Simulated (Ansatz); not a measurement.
Notes on CsNaS2

```
Na S Cs
1.0
     4.05669    0.00000    0.00000
    -2.02834    3.51319    0.00000
     0.00000   -2.34213    7.65860
Na S Cs
1 2 1
Direct
  0.50000 0.00000 0.50000
  0.23110 0.46220 0.69330
  0.76890 0.53780 0.30670
  0.00000 0.00000 0.00000
```

The numbers come from plane-wave PAW DFT (Ansatz): r2SCAN, no spin polarisation, 500 eV, 8×8×8 Γ-centred k points, tetrahedron occupations. Nothing was relaxed.

Where is the largest force?

The largest is on S2 (and as large on other atoms): 0.30 eV/Å, components (0.00, 0.00, -0.30). It makes 58° with the line to a nearest neighbour, Na1 at 2.77 Å.

Is there a gap?

It is a metal, with about 8.9 states/eV a cell as the mean within 0.25 eV of the Fermi level, mostly S p (96 %).

What is the formation energy?

-0.35 eV an atom against the elements' usual phases (free molecules for gases, crystals otherwise, with no correction for O₂ or N₂), so it is bound against them; other compounds may still compete. Relaxing would lower it.

Describe some of the short contacts.

Na–S at 2.77 Å: least valence density 0.10 e/Å³ and ELF 0.02 there. Cs–S at 3.32 Å: least valence density 0.12 e/Å³ and ELF 0.09 there. These are pseudo-fields; inside the PAW spheres they differ from the all-electron ones.

Is the cell too large or too small?

The pressure is 2.8 GPa (compression positive), so with the atoms held at these fractions the cell would first expand.

Origin: a known structure type with other elements, at an estimated volume, so it need not be a known compound. Caveats: empty levels are not fully converged; many states at the Fermi level without spin polarisation, so a magnetic state may lie lower; the Fermi level lies in a narrow band between gaps, which spin or distortion may split; forces and stress under tetrahedra may miss the slope of the energy.
